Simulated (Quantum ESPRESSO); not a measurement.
## MgAl3N3O (input and log of a self-consistent run)

Simulated, not a measurement. The program is pw.x of Quantum ESPRESSO 7.5 (plane-wave density functional theory). The cell is made up: 8 atoms on a rocksalt lattice, with randomly drawn elements, strain and displacements, not relaxed. PseudoDojo standard norm-conserving files (v0.5 for PBE, v0.4.1 for LDA and PBEsol) set the functional; there is no spin polarisation, spin-orbit coupling or dispersion term, and the masses in the input are unused placeholders.

Input:

```
&control calculation='scf', pseudo_dir='./dojo.nc.sr.pbe.v0_5.standard.upf', outdir='./o', disk_io='medium', tprnfor=.true., tstress=.true. /
&system ibrav=0, nat=8, ntyp=4, nbnd=26, ecutwfc=84.00895049, nosym=.true., tot_charge=0,
 occupations='smearing', smearing='fd', degauss=0.0018374661
/
&electrons conv_thr=7.350e-09, electron_maxstep=60, /
ATOMIC_SPECIES
Al 1.0 Al.upf
Mg 1.0 Mg.upf
N 1.0 N.upf
O 1.0 O.upf
CELL_PARAMETERS angstrom
4.0635 0.0539 -0.03
0.0539 4.1291 0.014
-0.03 0.014 4.1808
ATOMIC_POSITIONS angstrom
Mg 0.0602 -0.0907 0.0614
Al 0.0373 2.1055 2.1261
Al 2.1951 0.0429 2.1183
Al 2.0773 2.1571 0.0447
N 2.1257 0.0336 0.0267
O 1.986 2.3388 2.0535
N 4.0684 0.0707 2.1727
N 3.9447 2.1433 0.0565
K_POINTS automatic
4 4 4 1 1 1
```

The log is shortened where brackets say so; the opening notice, blank lines, dates and the lines on written files are dropped, and the path of the files is cut. It prints rydbergs, bohrs and kilobars, and counts compression as positive stress. With no partly filled state, the Fermi energy that it prints is only some level between the filled and the empty states on the mesh, and need not lie in the true gap.

```
     Program PWSCF v.7.5
     Parallel version (MPI & OpenMP), running on       1 processor cores
     Number of MPI processes:                 1
     Threads/MPI process:                     1
     [start-up lines left out]
     bravais-lattice index     =            0
     lattice parameter (alat)  =       7.6798  a.u.
     unit-cell volume          =     473.2692 (a.u.)^3
     number of atoms/cell      =            8
     number of atomic types    =            4
     number of electrons       =        40.00
     number of Kohn-Sham states=           26
     kinetic-energy cutoff     =      84.0090  Ry
     charge density cutoff     =     336.0358  Ry
     scf convergence threshold =      7.3E-09
     mixing beta               =       0.7000
     number of iterations used =            8  plain     mixing
     Exchange-correlation= PBE
                           (   1   4   3   4   0   0   0)
     [axes and pseudopotential details left out]
   Cartesian axes
     site n.     atom                  positions (alat units)
         1        Mg     tau(   1) = (   0.0148131  -0.0223181   0.0151084  )
         2        Al     tau(   2) = (   0.0091782   0.5180897   0.5231586  )
         3        Al     tau(   3) = (   0.5401371   0.0105562   0.5212393  )
         4        Al     tau(   4) = (   0.5111507   0.5307866   0.0109991  )
         5        N      tau(   5) = (   0.5230602   0.0082678   0.0065699  )
         6        O      tau(   6) = (   0.4886849   0.5754966   0.5052943  )
         7        N      tau(   7) = (   1.0010905   0.0173968   0.5346252  )
         8        N      tau(   8) = (   0.9706523   0.5273909   0.0139027  )
     number of k points=    32  Fermi-Dirac smearing, width (Ry)=  0.0018
                       cart. coord. in units 2pi/alat
        k(    1) = (   0.1243102   0.1209919   0.1219937), wk =   0.0625000
        k(    2) = (   0.1261156   0.1201444   0.3650233), wk =   0.0625000
     [further k points left out]
     Dense  grid:    49233 G-vectors     FFT dimensions: (  45,  45,  48)
     Estimated max dynamical RAM per process >      59.21 MB
     Initial potential from superposition of free atoms
     starting charge      39.9918, renormalised to      40.0000
     Starting wfcs are   33 randomized atomic wfcs
     total cpu time spent up to now is        5.6 secs
     per-process dynamical memory:    45.8 Mb
     Self-consistent Calculation
     iteration #  1     ecut=    84.01 Ry     beta= 0.70
     Davidson diagonalization with overlap
     ethr =  1.00E-02,  avg # of iterations =  4.6
     total cpu time spent up to now is       16.3 secs
     total energy              =    -227.68648901 Ry
     estimated scf accuracy    <       2.02433437 Ry
     iteration #  2     ecut=    84.01 Ry     beta= 0.70
     Davidson diagonalization with overlap
     ethr =  5.06E-03,  avg # of iterations =  2.4
     total cpu time spent up to now is       24.9 secs
     total energy              =    -228.27808777 Ry
     estimated scf accuracy    <       1.57981202 Ry
     iteration #  3     ecut=    84.01 Ry     beta= 0.70
     Davidson diagonalization with overlap
     ethr =  3.95E-03,  avg # of iterations =  2.0
     total cpu time spent up to now is       33.4 secs
     total energy              =    -228.54805317 Ry
     estimated scf accuracy    <       0.03775365 Ry
     iteration #  4     ecut=    84.01 Ry     beta= 0.70
     Davidson diagonalization with overlap
     c_bands:  1 eigenvalues not converged
     ethr =  9.44E-05,  avg # of iterations =  8.4
     total cpu time spent up to now is       46.8 secs
     total energy              =    -228.56208875 Ry
     estimated scf accuracy    <       0.00465432 Ry
     iteration #  5     ecut=    84.01 Ry     beta= 0.70
     Davidson diagonalization with overlap
     c_bands:  1 eigenvalues not converged
     ethr =  1.16E-05,  avg # of iterations =  6.6
     total cpu time spent up to now is       61.7 secs
     total energy              =    -228.56293598 Ry
     estimated scf accuracy    <       0.00208494 Ry
     iteration #  6     ecut=    84.01 Ry     beta= 0.70
     Davidson diagonalization with overlap
     ethr =  5.21E-06,  avg # of iterations =  2.2
     total cpu time spent up to now is       71.1 secs
     total energy              =    -228.56276714 Ry
     estimated scf accuracy    <       0.00065417 Ry
     iteration #  7     ecut=    84.01 Ry     beta= 0.70
     Davidson diagonalization with overlap
     ethr =  1.64E-06,  avg # of iterations =  3.7
     total cpu time spent up to now is       84.7 secs
     total energy              =    -228.56284242 Ry
     estimated scf accuracy    <       0.00003635 Ry
     iteration #  8     ecut=    84.01 Ry     beta= 0.70
     Davidson diagonalization with overlap
     ethr =  9.09E-08,  avg # of iterations =  2.8
     total cpu time spent up to now is       98.1 secs
     total energy              =    -228.56285649 Ry
     estimated scf accuracy    <       0.00000390 Ry
     iteration #  9     ecut=    84.01 Ry     beta= 0.70
     Davidson diagonalization with overlap
     ethr =  9.75E-09,  avg # of iterations =  2.1
     total cpu time spent up to now is      109.9 secs
     total energy              =    -228.56285680 Ry
     estimated scf accuracy    <       0.00000091 Ry
     iteration # 10     ecut=    84.01 Ry     beta= 0.70
     Davidson diagonalization with overlap
     ethr =  2.27E-09,  avg # of iterations =  2.0
     total cpu time spent up to now is      123.9 secs
     total energy              =    -228.56285695 Ry
     estimated scf accuracy    <       0.00000004 Ry
     iteration # 11     ecut=    84.01 Ry     beta= 0.70
     Davidson diagonalization with overlap
     ethr =  9.36E-11,  avg # of iterations =  3.2
     total cpu time spent up to now is      141.8 secs
     End of self-consistent calculation
          k = 0.1243 0.1210 0.1220 (  6161 PWs)   bands (ev):
   -61.5735 -28.4361 -28.4300 -28.4026 -10.2227  -4.4322  -2.3995  -2.0326
     2.9233   3.0300   3.2597   5.8911   6.9958   7.1466   7.4592   7.7739
     8.4289   9.4866  10.5700  10.8685  13.9669  14.9563  15.0101  16.6495
    17.1831  17.7345
     [levels at the other k points left out]
     the Fermi energy is    12.3173 ev
!    total energy              =    -228.56285697 Ry
     estimated scf accuracy    <          5.2E-10 Ry
     smearing contrib. (-TS)   =       0.00000000 Ry
     internal energy E=F+TS    =    -228.56285697 Ry
     The total energy is F=E-TS. E is the sum of the following terms:
     one-electron contribution =     -89.21107738 Ry
     hartree contribution      =      67.52431436 Ry
     xc contribution           =     -50.13578450 Ry
     ewald contribution        =    -156.74030944 Ry
     convergence has been achieved in  11 iterations
     Forces acting on atoms (cartesian axes, Ry/au):
     atom    1 type  2   force =     0.01055484    0.08272574    0.00992946
     atom    2 type  1   force =     0.00064747   -0.01482004    0.00691988
     atom    3 type  1   force =    -0.06321025    0.02290751    0.00432125
     atom    4 type  1   force =    -0.02555452   -0.02373463    0.00178681
     atom    5 type  3   force =    -0.06564873    0.03668456    0.00072534
     atom    6 type  4   force =     0.01544314   -0.08778223    0.02374448
     atom    7 type  3   force =     0.03053062    0.03266036   -0.03799418
     atom    8 type  3   force =     0.09723742   -0.04864128   -0.00943303
     Total force =     0.206389     Total SCF correction =     0.000032
     Computing stress (Cartesian axis) and pressure
          total   stress  (Ry/bohr**3)                   (kbar)     P=       63.38
   0.00092323  -0.00048968   0.00018324          135.81      -72.04       26.96
  -0.00048968   0.00048699  -0.00012257          -72.04       71.64      -18.03
   0.00018324  -0.00012257  -0.00011768           26.96      -18.03      -17.31
     init_run     :      5.28s CPU      5.51s WALL (       1 calls)
     electrons    :    128.97s CPU    136.25s WALL (       1 calls)
     forces       :      3.07s CPU      3.13s WALL (       1 calls)
     stress       :     10.47s CPU     10.56s WALL (       1 calls)
     [timing details left out]
     PWSCF        :   2m27.98s CPU   2m35.89s WALL
     JOB DONE.
```

In other units: free energy -3109.756 eV for the cell, pressure 6.34 GPa, largest force component 2.500 eV/Å. A rerun of the same cell at another strain at 1437 eV and a 6 x 6 x 6 mesh moved values by no more than 0.004 eV in energy, 0.02 GPa in stress and 0.005 eV/Å in force.